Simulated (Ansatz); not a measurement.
The relaxed structure here is a generated cell of CsPbCl3: the first start was made by placing the elements on the sites of a structure type, and the end was not matched to a known phase here, so it may be hypothetical. Known forms of CsPbCl3 include space group No. 221.

A relaxed structure of CsPbCl$_{3}$. Space group P6₃/mmc (No. 194). All values below come from PBEsol (plane waves to 420 eV, PAW, scalar-relativistic; Ansatz, a quantum-chemistry and plane-wave program).

Space group P6₃/mmc (No. 194); a = 7.4985 Å, b = 7.4985 Å, c = 7.1574 Å, α = 90.00°, β = 90.00°, γ = 120.00°

```
atom  site  symmetry       x       y       z
----  ----  --------  ------  ------  ------
Cs      2d      -6m2  0.6667  0.3333  0.2500
Pb      2a      -3m.  0.0000  0.0000  0.0000
Cl      6h       mm2  0.1719  0.3439  0.2500
```

Estimate the band gap that PBEsol returns for this input.

3.20 eV, indirect (valence top at K, conduction bottom at Γ) (no spin-orbit coupling).

What smallest direct gap does PBEsol give?

3.51 eV at M.

No spin polarisation in the result.

The run could not lose the symmetry of its start: the end is stationary, and may be a saddle point rather than a minimum.
